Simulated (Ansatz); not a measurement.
BN (zinc blende, F-43m), r²SCAN (plane waves, PAW; program Ansatz), all energies at zero smearing, with the estimated change up to a 700 eV cutoff added, with one set of potentials and settings (totals compare only within such a set). Cell of 2 atoms (1 N, 1 B): -544.009 eV.

```csv
element,reference phase,E (eV/atom)
N,"Pa-3, 8 atoms in the cell",-384.8315
B,"R-3m, 12 atoms in the cell",-156.5544
```

Formation energy per atom, worked out: (-544.009 − 1×(-384.8315) − 1×(-156.5544))/2 = -1.312 eV/atom (-127 kJ per mol of atoms), at 0 K, without zero-point energy or fitted corrections.

The cell was relaxed with r²SCAN under the symmetry of its start; phonons on a q-mesh show no instability. The references are the lowest solids computed at this level, not always the standard phases (solids in place of the gases).

Potentials: the later of the program's two PAW sets.
